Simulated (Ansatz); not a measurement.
Given:

NaCl (rock salt, space group No. 225), a = b = c = 5.6073 Å, α = β = γ = 90.00°; the cell used has 2 atoms.

This is the r²SCAN-relaxed structure.

**Question.** All from DFT-r²SCAN in the program Ansatz with PAW potentials, unless another level is named. Give the electron effective mass.

**Answer.** 0.40 mₑ (isotropic).

**Question.** Next, the HSE06 gap on the r²SCAN cell?

**Answer.** 6.55 eV.

**Question.** Predict the band gap.

**Answer.** 5.97 eV (direct).

**Question.** Predict the weight of the conduction-edge state by species (Voronoi cells).

**Answer.** Na 57 %, Cl 43 %.

**Question.** And the weight of the valence-edge state by species (Voronoi cells)?

**Answer.** Cl 95 %, Na 5 %.

**Question.** And the valence-band maximum?

**Answer.** at Γ.

Space group Fm-3m (rock salt). Symmetry was held in the r²SCAN relaxation; of distortions, only those at the zone centre were tested.

Potentials: the earlier of the program's two PAW sets.
